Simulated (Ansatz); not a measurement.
SrScO₂F:
```cif
data_FO2ScSr
_chemical_formula_sum 'Sr1 Sc1 O2 F1'
_space_group_name_H-M_alt 'P4/mmm'
_space_group_IT_number 123
_space_group_name_Hall '-P 4 2'
_cell_length_a 4.11029
_cell_length_b 4.11029
_cell_length_c 4.04854
_cell_angle_alpha 90.000
_cell_angle_beta 90.000
_cell_angle_gamma 90.000
loop_
_atom_site_label
_atom_site_type_symbol
_atom_site_symmetry_multiplicity
_atom_site_Wyckoff_symbol
_atom_site_fract_x
_atom_site_fract_y
_atom_site_fract_z
_atom_site_occupancy
Sr1 Sr 1 d 0.50000 0.50000 0.50000 1
Sc1 Sc 1 a 0.00000 0.00000 0.00000 1
O1 O 2 f 0.00000 0.50000 0.00000 1
F1 F 1 b 0.00000 0.00000 0.50000 1
```

Relaxed at zero pressure with plane-wave PAW r²SCAN (Ansatz code).

Q: The volume is lowered by 6 % and shape and atoms relax at that volume. What pressure results, and how do the axes share the change?

A: 9.3 GPa; a -2.0 %, b -2.0 %, c -2.2 %; the energy rises by 23 meV/atom.

Q: Give the new structure.

A: 
Space group P4/mmm (No. 123); a = b = 4.029 Å, c = 3.960 Å, α = β = γ = 90.00°

```
atom  site  symmetry       x       y       z
----  ----  --------  ------  ------  ------
Sr      1d     4/mmm  0.5000  0.5000  0.5000
Sc      1a     4/mmm  0.0000  0.0000  0.0000
O       2f      mmm.  0.0000  0.5000  0.0000
F       1b     4/mmm  0.0000  0.0000  0.5000
```

The phase is kept; no other phase was compared at this pressure.

The start of the workflow was typed in or built on a structure type; neither database checked (COD, Materials Project) lists it. Its standing as an ambient phase is unchecked. Symmetry was held in the r²SCAN relaxation; whether a distortion lowers the energy is not shown. No spin polarisation was allowed. The volume moved by -16 % from the start of the relaxation.

Potentials: the earlier of the program's two PAW sets.
